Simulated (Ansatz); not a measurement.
## Computed properties of TaN

TaN:
```xyz
6
Lattice="5.1801 0.0000 0.0000 -2.5901 4.4861 0.0000 0.0000 0.0000 2.8938" Properties=species:S:1:pos:R:3 pbc="T T T"
Ta     0.0000     0.0000     0.0000
Ta     0.0000     2.9907     1.4469
Ta     2.5901     1.4954     1.4469
N      2.0374     0.0000     0.0000
N      1.5714     2.7217     0.0000
N     -1.0187     1.7644     0.0000
```

Space group P-62m (No. 189); conventional cell a = 5.180 Å, b = 5.180 Å, c = 2.894 Å, α = 90.00°, β = 90.00°, γ = 120.00°.

Method: plane-wave PAW PBEsol (Ansatz code). Geometry: relaxed at this level of theory. Other levels are named where they apply.

Cell and energy:

```yaml
volume_per_atom: 11.21 Å³
density: 14.44 g/cm³
Formation energy from the elements (no fitted shifts): -1.34 eV/atom
```

Electronic structure:

```yaml
electronic_character: metallic (no gap)
Density of states at the Fermi level: 0.09 states/eV per atom (mean over ±0.08 eV)
Gap with spin–orbit coupling: none (metallic)
```

Mechanics:

```yaml
Bulk modulus (Birch–Murnaghan fit): 328 GPa
Pressure derivative B′: 4.3
```

Phonons:

```yaml
highest_zone_centre_frequency: 21.08 THz
zone_centre_stability: no imaginary mode at Γ
```

The PBEsol relaxation kept the symmetry of its start. No spin polarisation was allowed. As this level gives no gap, phonon frequencies hold no LO–TO term and depend on the k-mesh and smearing (Fermi–Dirac, 0.1 eV here). The references are the lowest solids computed at this level, not always the standard phases (solids in place of the gases). Spin–orbit coupling is left out wherever it is not named.

Potentials: the earlier of the program's two PAW sets. The files were generated under PBE; for other functionals the program regenerates the frozen cores, and for LDA and PBEsol the local potential too.
